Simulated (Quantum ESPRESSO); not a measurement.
```
CELL_PARAMETERS angstrom
      3.68538     0.00000     0.00000
      0.00000     3.68538     0.00000
      0.00000     0.00000    10.88669
ATOMIC_POSITIONS crystal
  Cl 0.50000 0.00000 0.12314
  Cl 0.50000 0.00000 0.62314
  Cl 0.00000 0.50000 0.37686
  Cl 0.00000 0.50000 0.87686
  Zn 0.00000 0.00000 0.00000
  Zn 0.50000 0.50000 0.50000
```

The geometry is that of Materials Project entry mp-567279, symmetrised and not relaxed again.

Q: What does PBEsol (pw.x of Quantum ESPRESSO, ONCV potentials, scalar-relativistic) give for the electronic structure near the Fermi level?

A: The PBEsol gap is direct, 3.76 eV at Γ. 

The distance between layers or molecules is the database entry's, not relaxed here. Functionals without dispersion can leave it too large, which widens gaps and weakens the response across layers: the numbers belong to this cell.
